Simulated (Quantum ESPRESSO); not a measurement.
Kohn-Sham bands of CsGeCl$_{3}$ (R3m)

```
CsGeCl3
1.0
    3.84681     2.22096     3.17830
   -3.84681     2.22096     3.17830
    0.00000    -4.44192     3.17830
Cs Ge Cl
1 1 3
Direct
  0.99840   0.99840   0.99840
  0.51553   0.51553   0.51553
  0.49671   0.49671   0.94864
  0.94864   0.49671   0.49671
  0.49671   0.94864   0.49670
```

Cell from Materials Project (mp-22988), symmetrised, no further relaxation. Not found in the COD (Crystallography Open Database) copy used; not checked further. Level: PBEsol, spinors with spin-orbit coupling; pw.x of Quantum ESPRESSO at 63 Ry with PseudoDojo potentials, 4×4×4 k-points, Wannier90. Density: 6×6×6 mesh, cold smearing 0.01 Ry.

Task: List the Kohn-Sham levels between −8 and 4.9 eV relative to the valence-band maximum at the high-symmetry points, as a band run of pw.x on that density gives them (levels within 2 meV counted together).

Result: 
```csv
point,k (reciprocal lattice),levels (eV)
Γ,0.000 0.000 0.000,"-7.54 (×2), -7.53 (×2), -7.16 (×2), -5.02 (×2), -4.99 (×2), -4.12 (×2), -2.85 (×2), -2.82 (×2), -2.65 (×2), -2.61 (×2), -2.50 (×2), -2.33 (×2), 3.43 (×2), 4.24 (×2), 4.25 (×2), 4.87 (×2)"
T,0.500 0.500 0.500,"-7.62 (×4), -3.68 (×2), -3.67 (×2), -3.61 (×2), -3.38 (×2), -3.31 (×2), -2.32 (×2), -2.26 (×2), -2.21 (×2), 0.00 (×2), 1.92 (×2), 2.05 (×2), 2.08 (×2)"
H_2,0.508 0.492 0.500,"-7.62 (×4), -3.69, -3.68, -3.67 (×2), -3.62, -3.60, -3.38 (×2), -3.31 (×2), -2.32 (×2), -2.26 (×2), -2.21, -2.21, -0.01, 0.00, 1.91, 1.93, 2.05 (×2), 2.07, 2.09"
H_0,0.500 -0.492 0.492,"-7.62 (×4), -3.69, -3.68, -3.67 (×2), -3.62, -3.60, -3.38 (×2), -3.31 (×2), -2.32 (×2), -2.26 (×2), -2.21, -2.21, -0.01, 0.00, 1.91, 1.93, 2.05 (×2), 2.07, 2.09"
L,0.500 0.000 0.000,"-7.74 (×2), -7.48 (×2), -7.48 (×2), -4.96 (×2), -4.77 (×2), -3.59 (×2), -3.10 (×2), -2.87 (×2), -2.79 (×2), -2.67 (×2), -2.64 (×2), -1.59 (×2), 2.83 (×2), 4.71 (×2)"
S_0,0.496 -0.496 0.000,"-7.54 (×2), -7.48 (×2), -4.80 (×2), -3.86, -3.86, -3.66, -3.65, -3.24 (×2), -3.13, -3.13, -2.74, -2.74, -2.71, -2.71, -2.26 (×2), -0.75 (×2), 2.36, 2.36, 2.50, 2.50, 4.90 (×2)"
S_2,0.504 0.000 0.496,"-7.54 (×2), -7.48 (×2), -4.80 (×2), -3.86, -3.86, -3.66, -3.65, -3.24 (×2), -3.13, -3.13, -2.74, -2.74, -2.71, -2.71, -2.26 (×2), -0.75 (×2), 2.36, 2.36, 2.50, 2.50, 4.90 (×2)"
F,0.500 0.000 0.500,"-7.54 (×2), -7.48 (×2), -4.80 (×2), -3.86 (×2), -3.66 (×2), -3.24 (×2), -3.13 (×2), -2.74 (×2), -2.71 (×2), -2.26 (×2), -0.75 (×2), 2.36 (×2), 2.50 (×2), 4.90 (×2)"
```
